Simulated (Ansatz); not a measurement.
A geometry of ZnInGaO4 away from equilibrium: step 2 of the relaxation of a relaxed ZnInGaO4 cell with one Zn and one Ga atom exchanged in a cell of 7 atoms. Calculation: r2SCAN (plane waves to 500 eV, PAW, scalar-relativistic; Ansatz, a first-principles code). Γ-centred k-mesh 8×8×8 on the run's cell (coarser than for final values), Fermi–Dirac smearing 0.05 eV.

```yaml
crystal:
  lattice:
    - [1.67882, 0.96927, 8.41560]
    - [-1.67882, 0.96927, 8.41560]
    - [0.00000, -1.93854, 8.41560]
  atoms:
    - { symbol: In, position: [0.99498, 0.99498, 0.99498] }
    - { symbol: Zn, position: [0.21343, 0.21343, 0.21343] }
    - { symbol: Ga, position: [0.78487, 0.78487, 0.78487] }
    - { symbol: O, position: [0.13251, 0.13251, 0.13251] }
    - { symbol: O, position: [0.87208, 0.87208, 0.87208] }
    - { symbol: O, position: [0.29296, 0.29296, 0.29296] }
    - { symbol: O, position: [0.70917, 0.70917, 0.70917] }
```

**Question.** Which atoms carry the largest force, and which way does it point?

**Answer.** 2.22 eV/Å, on O4 (atoms numbered as listed); on O4 its components are (0.00, 0.00, -2.22).

**Question.** What is the pressure?

**Answer.** -0.5 GPa, compression positive.

No spin polarisation in the result.

The run could not lose the symmetry of its start.
